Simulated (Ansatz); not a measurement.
An element in the bcc structure gives these cold pressures by all-electron LAPW under LDA (Ansatz 0.2.0, scalar-relativistic, no spin polarisation).

```tsv
V (Å³/atom)	P (GPa)
33.12	0.04
31.47	1.72
28.15	5.77
24.84	12.65
21.53	25.8
18.22	57.0
14.90	140.8
13.25	221.2
```

Task: Which element is it?

Result: La. Its zero-pressure volume in this structure is near 33.1 Å³/atom; the volume and the steepness of P(V) together point to it, though neighbours can come close. Other candidates weren't computed, and some may come near.
